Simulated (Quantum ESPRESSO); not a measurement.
## Ga2SiZnP4 (a curve over strain)

Computed values, not a measurement. The program is pw.x of Quantum ESPRESSO 7.5 (plane-wave density functional theory). The cell is made up: 8 atoms on a zincblende/diamond lattice, with randomly drawn elements, strain and displacements, not relaxed. PseudoDojo standard norm-conserving files (v0.5 for PBE, v0.4.1 for LDA and PBEsol) set the functional; there is no spin polarisation, spin-orbit coupling or dispersion term, and the masses in the input are unused placeholders.

Seven runs add a strain to one cell (the same along x and y); the atoms follow the cell and are not relaxed. Stress in the table is positive in tension.

Input of the run at -0.0002:

```
&control calculation='scf', pseudo_dir='./dojo.nc.sr.pbe.v0_5.standard.upf', outdir='./o', disk_io='medium', tprnfor=.true., tstress=.true. /
&system ibrav=0, nat=8, ntyp=4, nbnd=41, ecutwfc=84.00895049, nosym=.true., tot_charge=0,
 occupations='smearing', smearing='fd', degauss=0.0018374661
/
&electrons conv_thr=7.350e-09, electron_maxstep=60, /
ATOMIC_SPECIES
Ga 1.0 Ga.upf
P 1.0 P.upf
Si 1.0 Si.upf
Zn 1.0 Zn.upf
CELL_PARAMETERS angstrom
5.5224 0.0 0.0
0.0 5.5224 0.0
0.0 0.0 5.5235
ATOMIC_POSITIONS angstrom
Ga 0.0669 0.0692 -0.0083
Si -0.0271 2.7787 2.7037
Zn 2.7661 -0.0823 2.703
Ga 2.7672 2.7135 0.026
P 1.3372 1.3986 1.3568
P 1.2492 4.1667 4.076
P 4.1157 1.4297 4.1736
P 4.1641 4.1932 1.2548
K_POINTS automatic
4 4 4 1 1 1
```

| added strain | free energy less that of the input shown (eV) | stress xx (GPa) | stress yy (GPa) | stress zz (GPa) | stress xy (GPa) | pressure (GPa) | iterations |
| --- | --- | --- | --- | --- | --- | --- | --- |
| -0.0224 | -0.0311 | -1.51 | -1.13 | 1.23 | -0.69 | 0.47 | 10 |
| -0.0175 | -0.0398 | -0.59 | -0.21 | 1.75 | -0.65 | -0.32 | 10 |
| -0.0151 | -0.0407 | -0.16 | 0.23 | 1.99 | -0.63 | -0.69 | 10 |
| -0.0002 | 0.0000 | 2.34 | 2.74 | 3.35 | -0.51 | -2.81 | 10 |
| +0.0053 | 0.0345 | 3.18 | 3.59 | 3.78 | -0.47 | -3.52 | 10 |
| +0.0100 | 0.0714 | 3.86 | 4.27 | 4.13 | -0.44 | -4.09 | 10 |
| +0.0159 | 0.1276 | 4.67 | 5.09 | 4.54 | -0.40 | -4.77 | 10 |

A cubic fit gives a slope of stress xx against the added strain of 156 GPa at zero added strain, with the atoms clamped. Across the table the free energy follows the integral of the stress to within 0.7 meV. A rerun of one of the cells at 1437 eV and a 6 x 6 x 6 mesh moved values by no more than 0.009 eV in energy, 0.02 GPa in stress and 0.004 eV/Å in force.